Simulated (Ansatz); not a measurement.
Starting structure of a cell relaxation (symmetry kept):

```cif
data_structure
_symmetry_space_group_name_H-M 'I-42d'
_symmetry_Int_Tables_number 122
_cell_length_a 6.0483
_cell_length_b 6.0483
_cell_length_c 11.4840
_cell_angle_alpha 90.000
_cell_angle_beta 90.000
_cell_angle_gamma 90.000
_cell_volume 420.11
loop_
_atom_site_label
_atom_site_type_symbol
_atom_site_symmetry_multiplicity
_atom_site_Wyckoff_symbol
_atom_site_fract_x
_atom_site_fract_y
_atom_site_fract_z
_atom_site_occupancy
Cd1 Cd 4 b 0.50000 0.00000 0.25000 1
Ge1 Ge 4 a 0.00000 0.00000 0.00000 1
As1 As 8 d 0.22326 0.75000 0.12500 1
```

The calculation used Ansatz 0.2.0, DFT PBE+D3(BJ), scalar-relativistic, plane waves, PAW.

Settings: cutoff 420 eV, Γ-centred mesh 8×8×8 on the computed 8-atom cell, Gaussian smearing of 0.01 eV; no spin polarisation.

Task: What does it relax to?

Result: The volume decreases by 1.05 Å³/atom to 25.21 Å³/atom, and the energy falls by 7.5 meV/atom. Final structure:
```cif
data_structure
_symmetry_space_group_name_H-M 'I-42d'
_symmetry_Int_Tables_number 122
_cell_length_a 5.9715
_cell_length_b 5.9715
_cell_length_c 11.3099
_cell_angle_alpha 90.000
_cell_angle_beta 90.000
_cell_angle_gamma 90.000
_cell_volume 403.29
loop_
_atom_site_label
_atom_site_type_symbol
_atom_site_symmetry_multiplicity
_atom_site_Wyckoff_symbol
_atom_site_fract_x
_atom_site_fract_y
_atom_site_fract_z
_atom_site_occupancy
Cd1 Cd 4 b 0.50000 0.00000 0.25000 1
Ge1 Ge 4 a 0.00000 0.00000 0.00000 1
As1 As 8 d 0.22377 0.75000 0.12500 1
```

Cost: 1 run of about 9.1 core-minutes, on Arm Neoverse V1 (shared hosts).